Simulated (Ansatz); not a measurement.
# Phonon dispersion of MgBe5

Level of theory: DFT PBE, scalar-relativistic, plane waves, PAW in Ansatz 0.2.0. Cutoff 420 eV, 12×12×10 k-points (Γ-centred), Fermi-Dirac smearing of 0.15 eV. No spin polarisation. Phonons by linear response, acoustic sum rule imposed.

Equilibrium structure at this level:
```xyz
6
Lattice="4.4309 0.0000 0.0000 -2.2154 3.8373 0.0000 0.0000 0.0000 3.5645" Properties=species:S:1:pos:R:3 pbc="T T T"
Mg    0.0000    0.0000    0.0000
Be    0.0000    2.5582    0.0000
Be    2.2154    1.2791    0.0000
Be    2.2154    0.0000    1.7822
Be    1.1077    1.9186    1.7822
Be   -1.1077    1.9186    1.7822
```

The structure comes from a generated guess, relaxed at this level; another structure or a mixture of phases may lie lower. In a metal, frequencies and elastic constants depend on the k mesh and the smearing, soft modes and shear constants most. The q mesh is coarse, so values between its points are rough.

Force constants from linear response on a 2×2×2 q mesh.

Path: Γ–M–K–Γ–A–L–H–A | L–M | H–K. Only the points of the 2×2×2 mesh were computed; the rest is interpolation, which is rough on so few points. On the mesh no mode is imaginary. Distance along the path (Å⁻¹), then the branches (cm⁻¹, negative for imaginary):
```
0.000  0 0 0 205 284 330 330 417 417 457 457 487 487 547 594 594 687 687
0.205  58 71 109 208 286 321 324 423 425 455 459 473 490 560 588 589 678 684
0.409  114 128 205 220 280 310 322 431 432 444 449 465 498 570 576 584 657 677
0.614  157 163 249 252 269 321 345 412 426 427 447 469 506 552 565 607 632 665
0.819  164 193 228 268 289 329 366 395 420 422 447 466 508 542 561 620 621 657
0.937  164 197 231 273 291 326 373 390 414 415 452 469 510 545 560 617 621 656
1.055  164 208 236 287 298 322 377 386 399 400 459 472 514 550 559 608 625 652
1.173  165 220 237 308 312 324 357 381 383 401 465 472 517 553 564 593 631 647
1.291  165 230 230 324 324 333 333 372 374 406 470 470 518 552 578 578 639 639
1.528  162 194 250 278 293 312 380 385 396 404 459 475 513 556 559 612 618 657
1.764  135 141 225 229 280 306 332 420 432 435 448 470 502 567 570 591 648 673
2.000  68 81 124 209 286 319 322 424 428 454 460 469 492 563 586 587 676 684
2.237  0 0 0 205 284 330 330 417 417 457 457 487 487 547 594 594 687 687
2.457  81 81 116 223 291 328 328 405 405 460 460 506 506 552 590 590 677 693
2.677  155 155 165 307 307 321 321 387 387 468 468 540 540 562 577 577 647 708
2.898  175 213 213 310 310 323 376 376 414 475 475 564 564 566 566 570 597 724
3.118  178 240 240 300 300 330 373 373 478 478 485 547 558 558 573 576 576 732
3.323  176 233 238 305 307 325 375 376 454 476 506 537 547 566 570 576 577 726
3.527  173 214 243 315 316 326 378 384 420 471 515 518 528 556 575 579 584 712
3.732  172 192 268 308 326 355 366 391 394 465 480 486 545 550 574 581 600 697
3.937  172 182 294 305 331 341 376 386 399 454 462 472 548 551 574 581 608 690
4.055  172 189 291 305 326 339 383 386 398 455 461 471 544 553 573 580 611 687
4.173  172 208 284 303 316 334 387 396 397 453 457 474 532 558 573 579 622 679
4.291  172 233 271 302 308 326 389 394 411 450 454 483 513 565 573 576 636 666
4.410  172 255 255 303 303 321 392 392 418 448 453 496 496 571 571 573 652 652
4.646  172 226 256 304 313 351 386 389 392 458 460 495 524 556 573 578 620 681
4.882  173 219 239 313 315 338 378 385 409 468 500 516 535 550 574 580 592 706
5.119  176 232 237 306 310 324 376 377 449 476 510 535 542 567 570 576 577 724
5.355  178 240 240 300 300 330 373 373 478 478 485 547 558 558 573 576 576 732
5.465  171 183 293 304 331 340 378 384 400 449 457 486 543 544 572 581 614 689
5.685  169 186 289 292 330 335 365 390 409 424 467 514 515 520 558 585 638 678
5.906  166 190 259 290 320 329 339 404 418 426 466 466 524 535 546 594 652 657
6.126  164 193 232 275 289 329 358 403 420 425 444 466 513 540 559 609 632 656
6.236  172 255 255 303 303 321 392 392 418 448 453 496 496 571 571 573 652 652
6.457  171 248 248 307 307 327 393 393 416 418 487 492 492 561 561 566 654 654
6.677  168 236 236 312 312 343 386 386 393 412 478 478 520 549 558 558 654 654
6.897  166 230 230 318 318 357 357 363 378 408 470 470 528 544 570 570 645 645
7.118  165 230 230 324 324 333 333 372 374 406 470 470 518 552 578 578 639 639
```
